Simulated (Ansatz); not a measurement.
**SCF log, MnSb**

We look at MnSb: a measured crystal structure (space group P6_3/mmc), with 4 atoms per cell. Source: COD entry 1539319, which need not be the ambient phase.

All numbers below come from DFT, PBE, PAW, plane waves, scalar-relativistic in Ansatz development build ahead of 0.2.0.

The input:

```yaml
crystal:
  lattice:
    - [4.14000209, 0.0, 0.0]
    - [-2.07000105, 3.58534698, 0.0]
    - [0.0, 0.0, 5.79]
  atoms:
    - { symbol: Sb, position: [0.33333333, 0.66666667, 0.25] }
    - { symbol: Sb, position: [0.66666667, 0.33333333, 0.75] }
    - { symbol: Mn, position: [0.0, 0.0, 0.0], spin: 0.9 }
    - { symbol: Mn, position: [0.0, 0.0, 0.5], spin: 0.9 }
magnetization:
  spin_polarized: true
hamiltonian:
  xc: pbe
  pseudopotentials: { kind: paw }
basis:
  ecutwfc: 420
kpoints:
  mp_grid: { grid: [8, 8, 5] }
scf:
  occupations: { method: fermi_dirac, width: 0.05 }
  lower_state_search: "off"
output:
  forces: true
  stress: true
```

Output (shortened):

```
Pseudopotentials: kind: paw
Pseudopotential: Sb, paw, valence charge 15, recommended cutoff 420 eV (normal), Sb.paw.azcp
Pseudopotential: Mn, paw, valence charge 15, recommended cutoff 420 eV (normal), Mn.paw.azcp
Functional definition: PBE
Crystal: 4 atoms, lattice volume = 85.943 Å³
Basis set: ecut = 420 eV, 1651 PW (Γ), exchange–correlation on 60×60×80 points (8 copies of the dense FFT grid, shifted against one another)
Bands: 38, of which v1, the nominal top of the filled ones, is band 30 counted from 1 (29 counted from 0)
Symmetry: 24 space group operations
Space group: P63/mmc (ITA 194), of the structure as read, at distance tolerance 4.4e-5 Å
Magnetic group: BNS 194.263 (UNI 1493), of the structure as read, at distance tolerance 4.4e-5 Å
k-points: 30 of 320
Non-local potential: Sb, projectors of the file, l = 0: 2, l = 1: 2, l = 2: 2, l = 3: 2
Non-local potential: Mn, projectors of the file, l = 0: 3, l = 1: 2, l = 2: 3, l = 3: 1
Initial density: superposition of atomic densities (chi_scale 0.1, normalization cell)
Starting moments: Σ|m| = 1.8 μB on 2 of 4 sites
Initial wavefunctions: pseudopotential atomic-orbital guess
Functional: x = pbe(κ = 0.804, μ = 0.2195149727645171), c = pbe(β = 0.06672455060314922)
SCF iter   1: F=—  HF=-20766.600820 eV  |F-HF|=—  |Δ(HF+E_count)|=         —  Δρ=8.53e-2 (↑8.53e-2 ↓2.60e-2)  dr2=1.45e1  dr2_m=8.16e-1  M=2.703 μB ∫|m|=2.987 μB  β_m=1.00  ethr=3.10e-3  ⟨swp⟩=6.2  Hψ=8630  notcnv=0  defer=2
preconditioner: auto → Kerker (q_TF=auto, 2.570 Å⁻¹)  [metal: Δε(μ)=0.003 eV  Ē_g=5.368 eV  σ=0.050 eV  W_gap=0.02  n_scr=22 (ndim 8)  ℏωp=19.6 eV  f_vac=0.000  D(μ)=8.42/eV (n_scr^D=108)]
spin=Collinear: Kerker preconditioning applied to the charge; magnetization (m = ρ↑ − ρ↓) channel mixes plain (no charge-response kernel on spin).
SCF iter   2: F=—  HF=-20765.552190 eV  |F-HF|=—  |Δ(HF+E_count)|=    1.05e0  Δρ=5.07e-2 (↑2.02e-2 ↓5.07e-2)  dr2=1.29e0  dr2_m=7.06e-1  M=3.842 μB ∫|m|=4.155 μB  β_m=1.00  ethr=3.10e-3  ⟨swp⟩=3.0  Hψ=5029  notcnv=0  defer=61
SCF iter   3: F=—  HF=-20765.427516 eV  |F-HF|=—  |Δ(HF+E_count)|=   1.25e-1  Δρ=2.42e-2 (↑2.22e-2 ↓2.42e-2)  dr2=5.32e-1  dr2_m=3.51e-1  M=4.521 μB ∫|m|=4.953 μB  β_m=1.00  ethr=2.15e-3  ⟨swp⟩=2.3  Hψ=3535  notcnv=0  defer=40
SCF iter   4: F=—  HF=-20765.478955 eV  |F-HF|=—  |Δ(HF+E_count)|=   5.14e-2  Δρ=2.21e-2 (↑2.21e-2 ↓1.55e-2)  dr2=8.21e-2  dr2_m=2.69e-1  M=5.112 μB ∫|m|=5.618 μB  β_m=1.00  ethr=8.86e-4  ⟨swp⟩=2.8  Hψ=4033  notcnv=0  defer=40
SCF iter   5: F=—  HF=-20765.691731 eV  |F-HF|=—  |Δ(HF+E_count)|=   2.13e-1  Δρ=1.51e-2 (↑1.13e-2 ↓1.51e-2)  dr2=5.22e-2  dr2_m=1.32e-1  M=5.533 μB ∫|m|=6.111 μB  β_m=1.00  ethr=1.37e-4  ⟨swp⟩=2.4  Hψ=3270  notcnv=0  defer=39
SCF iter   6: F=—  HF=-20765.915336 eV  |F-HF|=—  |Δ(HF+E_count)|=   2.24e-1  Δρ=1.13e-2 (↑7.90e-3 ↓1.13e-2)  dr2=1.43e-2  dr2_m=7.03e-2  M=5.836 μB ∫|m|=6.472 μB  β_m=0.30  ethr=8.69e-5  ⟨swp⟩=2.5  Hψ=4512  notcnv=0  defer=42
Mixer restart at iter 6: flushing history
spin-set hold released at iteration 6 (site moments contracting): the magnetisation degrees of freedom join the quasi-Newton model from the next iteration; the mixer history was flushed
SCF iter   7: F=—  HF=-20766.198025 eV  |F-HF|=—  |Δ(HF+E_count)|=   2.83e-1  Δρ=1.48e-2 (↑1.48e-2 ↓1.27e-2)  dr2=6.51e-3  dr2_m=1.46e-1  M=6.028 μB ∫|m|=6.693 μB  β_m=0.62  ethr=2.39e-5  ⟨swp⟩=2.0  Hψ=4519  notcnv=0  defer=41
SCF iter   8: F=—  HF=-20766.637178 eV  |F-HF|=—  |Δ(HF+E_count)|=   4.39e-1  Δρ=2.02e-2 (↑3.80e-3 ↓2.02e-2)  dr2=2.97e-1  dr2_m=1.04e-1  M=6.569 μB ∫|m|=7.297 μB  β_m=0.78  ethr=1.08e-5  ⟨swp⟩=3.0  Hψ=5125  notcnv=0  defer=40
SCF iter   9: F=—  HF=-20766.649900 eV  |F-HF|=—  |Δ(HF+E_count)|=   1.27e-2  Δρ=6.24e-3 (↑6.24e-3 ↓5.11e-3)  dr2=7.30e-2  dr2_m=7.49e-4  M=6.804 μB ∫|m|=7.651 μB  β_m=0.75  ethr=1.08e-5  ⟨swp⟩=3.3  Hψ=5390  notcnv=0  defer=53
SCF iter  10: F=—  HF=-20766.645621 eV  |F-HF|=—  |Δ(HF+E_count)|=   4.28e-3  Δρ=1.92e-3 (↑1.92e-3 ↓5.11e-4)  dr2=2.87e-3  dr2_m=5.35e-4  M=6.750 μB ∫|m|=7.585 μB  β_m=0.85  ethr=1.08e-5  ⟨swp⟩=2.0  Hψ=4701  notcnv=0  defer=52
SCF iter  11: F=—  HF=-20766.645663 eV  |F-HF|=—  |Δ(HF+E_count)|=   4.15e-5  Δρ=7.10e-4 (↑7.10e-4 ↓1.82e-4)  dr2=4.42e-4  dr2_m=7.08e-5  M=6.743 μB ∫|m|=7.583 μB  β_m=0.93  ethr=4.78e-6  ⟨swp⟩=2.0  Hψ=2873  notcnv=0  defer=52
SCF iter  12: F=—  HF=-20766.645612 eV  |F-HF|=—  |Δ(HF+E_count)|=   5.04e-5  Δρ=3.69e-5 (↑2.92e-5 ↓3.69e-5)  dr2=6.22e-6  dr2_m=6.38e-8  M=6.747 μB ∫|m|=7.589 μB  β_m=0.94  ethr=7.37e-7  ⟨swp⟩=2.0  Hψ=2779  notcnv=0  defer=52
SCF iter  13: F=—  HF=-20766.645601 eV  |F-HF|=—  |Δ(HF+E_count)|=   1.11e-5  Δρ=6.08e-5 (↑6.08e-5 ↓3.67e-5)  dr2=8.28e-6  dr2_m=1.42e-7  M=6.747 μB ∫|m|=7.589 μB  β_m=0.94  ethr=1.04e-8  ⟨swp⟩=2.0  Hψ=3868  notcnv=0  defer=52
SCF iter  14: F=—  HF=-20766.645600 eV  |F-HF|=—  |Δ(HF+E_count)|=   9.30e-7  Δρ=9.29e-6 (↑9.29e-6 ↓6.67e-6)  dr2=1.01e-7  dr2_m=3.43e-8  M=6.747 μB ∫|m|=7.589 μB  β_m=0.97  ethr=1.04e-8  ⟨swp⟩=2.0  Hψ=2564  notcnv=0  defer=52
SCF iter  15: F=-20766.645600 eV  HF=-20766.645600 eV  |F-HF|=1.83e-8  |Δ(HF+E_count)|=   2.51e-8  Δρ=3.73e-6 (↑2.12e-6 ↓3.73e-6)  dr2=3.09e-8  dr2_m=1.39e-9  M=6.746 μB ∫|m|=7.589 μB  ethr=1.67e-10  ⟨swp⟩=4.0  Hψ=6706  notcnv=0
SCF 1 converged in 15 iterations: F = -20766.645600 eV  dr2 = 3.09e-8
  greatest PAW one-centre occupation: 1.002 electrons in one spin orbital (limit 2), on the Mn atom at site 3 (counted from 0), in its partial waves of l = 1
SCF converged after 15 iterations
Magnetization: 6.7465 μB (33.3732 up, 26.6268 down)
Absolute magnetization: 7.5960 μB (∫|ρ↑−ρ↓|, with the PAW one-centre terms)
Spin contamination: 0.3249 ħ² per cell (⟨S²⟩ above its minimum at these occupations)
Per-site moments (μB) at R_I (Å): [(-0.1208, 1.1526), (-0.1208, 1.1526), (3.4433, 1.1526), (3.4433, 1.1526)]
Free energy (F): -20766.645600 eV
Harris-Foulkes:  -20766.645600 eV  (|F-HF|=1.83e-8)
Internal energy: -20766.624498 eV  (E = F + TS)
E sigma→0 (E₀):  -20766.635049 eV
Entropy (-TS):   -0.021102 eV (-5.276 meV/atom)
Fermi energy:    12.106052 eV
--- Per-component energies (eV) ---
  E_band       = -834.645818
  E_kinetic    = 1019.580469
  E_local      = -7398.611533  (includes V_loc(G=0)·N_el)
  E_nonlocal   = 1222.236347
  E_hartree    = 3203.464176
  E_xc         = -501.185546
  E_vxc        = -479.561905  (∫ρ·V_xc dr)
  E_paw        = -11762.434753  (= ΣΔE_a)
  E_vpaw       = -1605.215748  (= ΣTr[D̂ρ^β])
  E_aug_tail   = -0.000022  (compensation charges beyond the density's cutoff)
  E_ewald      = -6549.673636
  E_smearing   = -0.021102  (= −TS)
  E_closure    = -0.000000  (closes the sum)
  Σ components = -20766.645600   (vs F -20766.645600, Δ=0.00e0)
--- Forces (eV/Å), atoms counted from 1 ---
  atom   1  Sb     0.00000000     0.00000000     0.00000000
  atom   2  Sb    -0.00000000    -0.00000000     0.00000000
  atom   3  Mn     0.00000000    -0.00000000    -0.00000000
  atom   4  Mn    -0.00000000    -0.00000000     0.00000000
  max |Σ_I F_I| component: 1.12e-30 eV/Å
--- Stress (GPa, compression-positive) ---
       -2.334458      -0.000000       0.000000
       -0.000000      -2.334458       0.000000
        0.000000       0.000000      -3.834112
  P = ⅓ Tr σ = -2.8343 GPa (-28.343 kbar)
```

Among 12 converged runs of this cell from various starts and settings, this end is the lowest found.

The run took 7 s on 2 threads of Arm Neoverse V2 (shared host), peak memory 0.45 GiB.
